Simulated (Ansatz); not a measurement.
Equation of state of barium, omega (AlB2-type)

The calculation used DFT, LDA (PW92), plane waves (420 eV) with PAW, scalar-relativistic in Ansatz 0.2.0. The PAW files were generated under PBE, with cores re-solved for the functional.

The cell is scaled uniformly from the relaxed one, with fractional coordinates and shape fixed. Energies are extrapolated to zero smearing, pressures are those at the given smearing. Magnetic state: spin not included.

```csv
V (Å³/atom),E − E₀ (meV/atom),P (GPa)
47.417,24.9,1.35
49.573,10.3,0.84
51.728,2.2,0.39
53.883,0.0,-0.01
56.039,2.9,-0.36
58.194,10.2,-0.67
60.349,21.3,-0.93
```

Question: Fit a third-order Birch-Murnaghan equation.

Answer: V₀ = 53.71 Å³/atom, B₀ = 9.5 GPa, B₀′ = 2.3.
